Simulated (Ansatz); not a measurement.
RuPtN$_{2}$ in space group R-3m (No. 166; Ru on 3b, Pt on 3a, N on 6c), r²SCAN (plane waves, PAW; program Ansatz), all energies at zero smearing, with the estimated change up to a 700 eV cutoff added, with one set of potentials and settings (totals compare only within such a set). Cell of 4 atoms (1 Ru, 1 Pt, 2 N): -19195.711 eV.

```csv
element,reference phase,E (eV/atom)
Ru,"P6_3/mmc, 2 atoms in the cell",-5890.7039
Pt,"Fm-3m, 1 atoms in the cell",-12536.7848
N,"Pa-3, 8 atoms in the cell",-384.8315
```

Formation energy per atom, worked out: (-19195.711 − 1×(-5890.7039) − 1×(-12536.7848) − 2×(-384.8315))/4 = 0.360 eV/atom (35 kJ per mol of atoms), at 0 K, without zero-point energy or fitted corrections.

The start of the workflow was typed in or built on a structure type; neither database checked (COD, Materials Project) lists it. Whether it is the stable phase at ambient conditions was not checked. Symmetry was held in the r²SCAN relaxation; whether a distortion lowers the energy is not shown. The final state is ferromagnetic, the only order run, not a proven ground state. Its formation energy is positive at this level, so the cell may be metastable or incomplete. Other orbital occupations within this spin state were not tried. No Hubbard U is applied. The references are the lowest solids computed at this level, not always the standard phases (solids in place of the gases). Scalar-relativistic: spin–orbit coupling is off unless named, which matters more the heavier the elements.

Potentials: the later of the program's two PAW sets.
